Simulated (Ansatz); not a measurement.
ZrO₂:
```cif
data_O4Zr2
_chemical_formula_sum 'Zr2 O4'
_space_group_name_H-M_alt 'P 1'
_space_group_IT_number 1
_cell_length_a 3.60134
_cell_length_b 3.60134
_cell_length_c 5.22807
_cell_angle_alpha 90.000
_cell_angle_beta 90.000
_cell_angle_gamma 90.000
loop_
_space_group_symop_operation_xyz
  'x, y, z'
loop_
_atom_site_label
_atom_site_type_symbol
_atom_site_fract_x
_atom_site_fract_y
_atom_site_fract_z
_atom_site_occupancy
Zr1 Zr 0.00000 0.00000 0.00000 1
Zr2 Zr 0.50000 0.50000 0.50000 1
O1 O 0.00000 0.50000 0.19679 1
O2 O 0.00000 0.50000 0.69679 1
O3 O 0.50000 0.00000 0.30321 1
O4 O 0.50000 0.00000 0.80321 1
```

Relaxed with r²SCAN.

Q: Tabulate the valence density and the electron localisation function along the shortest Zr–O contact (2.07 Å), plane-wave PAW r²SCAN (Ansatz code).

A: 

| distance from Zr (Å) | density (e/Å³) | ELF |
|---|---|---|
| 0.21 | 3.41 | 0.19 |
| 0.31 | 3.94 | 0.45 |
| 0.41 | 4.03 | 0.66 |
| 0.52 | 3.60 | 0.76 |
| 0.62 | 2.83 | 0.78 |
| 0.73 | 2.00 | 0.72 |
| 0.83 | 1.33 | 0.54 |
| 0.93 | 0.91 | 0.32 |
| 1.04 | 0.72 | 0.23 |
| 1.14 | 0.74 | 0.34 |
| 1.24 | 0.92 | 0.58 |
| 1.35 | 1.29 | 0.77 |
| 1.45 | 1.95 | 0.83 |
| 1.56 | 3.02 | 0.82 |
| 1.66 | 4.40 | 0.76 |
| 1.76 | 5.78 | 0.62 |
| 1.87 | 6.85 | 0.43 |

The density is the valence pseudo-density with augmentation charge, so density and ELF within about 1 Å of a nucleus are not all-electron values.

Space group P4_2/nmc. This is a known high-temperature phase of the composition, computed here at zero pressure and temperature. The cell was relaxed with r²SCAN under the symmetry of its start; its stability against distortions is not shown here. No spin polarisation was allowed.

Potentials: the later of the program's two PAW sets.
